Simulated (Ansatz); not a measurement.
**HgTe: from a starting cell to a relaxed one**

The start is a randomly generated symmetric cell of HgTe (space group No. 139). Cell shape, volume and atoms are optimised at zero target pressure with PBEsol (plane waves to 420 eV, PAW, scalar-relativistic; Ansatz, a program for electronic structure). The first steps use a coarse 5×5×5 k-mesh.

Input geometry:
```
HgTe
1.0
   -3.48075     3.48075     4.98842
    3.48075    -3.48075     4.98842
    3.48075     3.48075    -4.98842
Hg Te
3 3
Direct
  0.00000   0.00000   0.00000
  0.70070   0.70070   0.00000
  0.29930   0.29930   0.00000
  0.50000   0.00000   0.50000
  0.00000   0.50000   0.50000
  0.50000   0.50000   0.00000
```

### Question
How much energy is released per atom?

### Answer
About 2.0 eV/atom.

### Question
How does the volume per atom move from start to end?

### Answer
-16.0 %, from 40.29 to 33.83 Å³/atom.

### Question
What band gap does the relaxed structure have at this level?

### Answer
Zero (metallic).

The space group stays I4/mmm (No. 139) (the run could not lower it), with 6 atoms in the primitive cell. Final values are on a 11×11×11 k-mesh of the relaxed cell. The start holds a very short contact (Hg–Te 2.00 Å). No spin polarisation in the result.

The run could not lower the symmetry of its start; a shaken copy of this end point relaxes with PBEsol to P-1 (No. 2) at a tolerance of 0.01 Å, C2/m (No. 12) at 0.1 Å, 0.06 eV/atom lower.

The relaxed structure here is a generated cell of HgTe: the first start was made by a random draw of sites in a space group, and the end was not matched to a known phase here, so it may be hypothetical. Known forms of HgTe include space group No. 216.
